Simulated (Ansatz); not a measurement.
Space group P-6m2 (No. 187). a = 3.966 Å, b = 3.966 Å, c = 5.203 Å, α = 90.00°, β = 90.00°, γ = 120.00°
| atom | site | symmetry | x | y | z |
| --- | --- | --- | --- | --- | --- |
| Ni | 2g | 3m. | 0.0000 | 0.0000 | 0.7463 |
| Sb | 1f | -6m2 | 0.6667 | 0.3333 | 0.5000 |
| Te | 1c | -6m2 | 0.3333 | 0.6667 | 0.0000 |

Equation of state of this Ni2SbTe structure (not necessarily the ground state), with shape and atoms relaxed at each volume where symmetry leaves them free. It has no gap at any of these volumes. Level of theory: DFT r2SCAN, scalar-relativistic, plane waves, PAW in Ansatz.

Settings: cutoff 500 eV, Γ-centred mesh 12×12×8 on the computed 4-atom cell, Gaussian smearing of 0.10 eV; no spin polarisation.

```
V (Å³/atom) E − E(largest V) (meV/atom) P (GPa)
     16.655                         5.48     8.12
     17.186                       -13.92     3.70
     17.718                       -19.91     0.00
     18.249                       -14.66    -3.09
     18.781                         0.00    -5.68
```

Task: Fit a third-order Birch–Murnaghan equation to E(V).

Result: V0 = 17.72 Å³/atom, B0 = 113 GPa, B0' = 4.9.

Spin-orbit coupling is left out, which matters for the bands of heavy elements.

Cost: 5 runs of about 9.2 core-minutes in all, on Intel Xeon 6975P-C (Granite Rapids) (shared hosts).